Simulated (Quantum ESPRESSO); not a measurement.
## Electric field gradients in Sr$_{4}$Te$_{3}$Se (changed cell)

```xyz
8
Lattice="6.6243 0.0000 0.0000 0.0000 6.6243 0.0000 0.0000 0.0000 6.6243" Properties=species:S:1:pos:R:3 pbc="T T T"
Sr     0.0000     0.0000     0.0000
Se     3.3121     0.0000     0.0000
Sr     0.0000     3.3121     3.3121
Te     3.3121     3.3121     3.3121
Sr     3.3121     0.0000     3.3121
Te     0.0000     0.0000     3.3121
Sr     3.3121     3.3121     0.0000
Te     0.0000     3.3121     0.0000
```
The cell was made here from a computed Materials Project entry: one of 4 Te replaced by Se, cell and atoms relaxed (PBE without dispersion, pw.x of a modified build of Quantum ESPRESSO, symmetry kept). The parent is SrTe in Fm-3m; whether this form has been observed was not checked. The swapped cell is a model, not a known phase. Stability against distortions was not tested.

Principal values are ordered |Vxx| ≤ |Vyy| ≤ |Vzz|, η = (Vxx − Vyy)/Vzz, and C_Q = eQVzz/h is given by its size. Cores are frozen. Sr had no test against all-electron runs. The structure is static (0 K, no zero-point motion).

Quadrupole moments taken as inputs (sizes, barn, from the tables of PySCF and pymatgen): ⁸⁷Sr 0.305.

Question: What do the calculations give at each independent site (field gradients by the PAW reconstruction of the field gradient on a scalar-relativistic PBE ground state (Quantum ESPRESSO, JTH datasets), 20 Ha, k-mesh 4×4×4 through Γ)?

Answer: 
```tsv
site	site symmetry	Vzz (a.u.)	η_Q	∣C_Q∣ (MHz)
Sr1 (atoms 1, 5, 7)	4/mmm	0.110	0.00	7.89 (⁸⁷Sr)
Se (atom 2)	m-3m	0	–	–
Sr2 (atom 3)	m-3m	0	–	0 (⁸⁷Sr)
Te (atoms 4, 6, 8)	4/mmm	under 0.02	–	–
```
